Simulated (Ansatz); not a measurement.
## Ideal shear of a crystal plane in Ta₄C₃

Theory: DFT r2SCAN, scalar-relativistic, plane waves, PAW in Ansatz. Cutoff 500 eV, Γ-centred 14×14×4 k-points, Gaussian smearing of 0.15 eV. Spin–orbit coupling is left out, which can shift energies with elements as heavy as these. No spin polarisation. Energies are free energies at this smearing, counted from the undisturbed cell; pressure is positive in compression.

The starting cell (relaxed at this level; it needn't be the usual structure):

```
Ta C
1.0
    -3.11780    0.00000    0.00000
    -1.55890   -2.70009    0.00000
     1.55890    0.90003   10.21859
Ta C
4 3
Direct
  0.37344 0.37344 0.19003
  0.62448 0.62448 0.94315
  0.20977 0.20977 0.69902
  0.79443 0.79443 0.45299
  0.50237 0.50237 0.57681
  0.99575 0.99575 0.05695
  0.08475 0.08475 0.32396
```

The cut lies on the cell's a–b face, a (0 0 -1) plane (indices in the standard cell, whose axes needn't be the Cartesian ones shown) of area 8.42 Å², between layers 1.16 Å apart. Vector c is tilted by f times 1·a + 0·b (length 3.118 Å) with the atoms' Cartesian places fixed: one unrelaxed fault a cell. The traction is dγ/du, the slope of γ against the slip u in Å. Some rows repeat others by symmetry and weren't run.

| f | γ (mJ/m²) | traction (GPa) |
| --- | --- | --- |
| 0.0000 | 0 | 0.0 |
| 0.1000 | 886 | 59.1 |
| 0.2000 | 3813 | 128.3 |
| 0.3000 | 8594 | 168.5 |
| 0.4000 | 13452 | 126.6 |
| 0.5000 | 15564 | 0.0 |
| 0.6000 | 13452 | -126.6 |
| 0.7000 | 8594 | -168.5 |
| 0.8000 | 3813 | -128.3 |
| 0.9000 | 886 | -59.1 |

Problem. Read off the first barrier and the stress needed to climb it, and compare with Frenkel's sinusoid.

Solution. The first sampled maximum lies at f = 0.500, a slip of 1.56 Å, with γ ≈ 15564 mJ/m², which stands in for the unstable fault energy γ_us, and the steepest sampled slope before it is 168.5 GPa. A sinusoid γ = γ_us sin²(πu/λ) with its maximum there has λ = 3.12 Å and a largest slope πγ_us/λ = 156.8 GPa (1 mJ/m² per Å = 0.01 GPa). The stand-in is too high: the stress and forces give a traction of 364.5 GPa across the line at this point, so it is no saddle, and slip that bends off the line crosses lower.

Problem. Is there a metastable fault on this line?

Solution. Apart from points where γ returns to about zero, no local minimum shows among the samples, so at this sampling the line offers no fault for a dislocation to split on; a fault can still lie off the line.

The cut is rigid; relaxing the faces lowers these energies and usually the stresses.

In a metal these slopes depend on the k mesh and the smearing.

Cost: 6 runs of about 9.5 core-minutes in all, on Intel Xeon 6975P-C (Granite Rapids) (shared hosts).